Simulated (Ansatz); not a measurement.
Free-standing sheet of PbO, relaxed with PBE+D3(BJ):

```
CELL_PARAMETERS angstrom
4.01226 0.00000 0.00000
0.00000 4.01226 0.00000
0.00000 0.00000 30.74873
ATOMIC_POSITIONS crystal
Pb 0.00000 0.50000 0.46075
O 0.00000 0.00000 0.50000
O 0.50000 0.50000 0.50000
Pb 0.50000 0.00000 0.53925
```

All runs: Ansatz, plane waves and PAW. First level: PBE+D3(BJ), scalar-relativistic. Cutoff 420 eV; k points 6×6×1 on the computed 4-atom cell (Γ-centred); Gaussian smearing, width 0.02 eV; no spin polarisation. The sheet is isolated along c (Coulomb cut-off).

* Band gap on the sampled k points: 2.59 eV
* Least direct gap: 2.59 eV (the gap is direct)
* Ionisation potential from the Kohn-Sham band edge: 4.57 eV
* Electron affinity from the Kohn-Sham band edge: 1.98 eV

Task: What does PBE+D3(BJ) with spin-orbit coupling give at the same atoms (6×6×1 mesh, 420 eV)?

Result: Band gap on the sampled k points 2.54 eV; least direct gap 2.54 eV (the gap is direct); ionisation potential from the Kohn-Sham band edge 4.67 eV; electron affinity from the Kohn-Sham band edge 2.13 eV.

Spin-orbit coupling narrows the gap by 0.05 eV: against the vacuum the valence top moves by -0.10 eV and the conduction bottom by -0.15 eV.
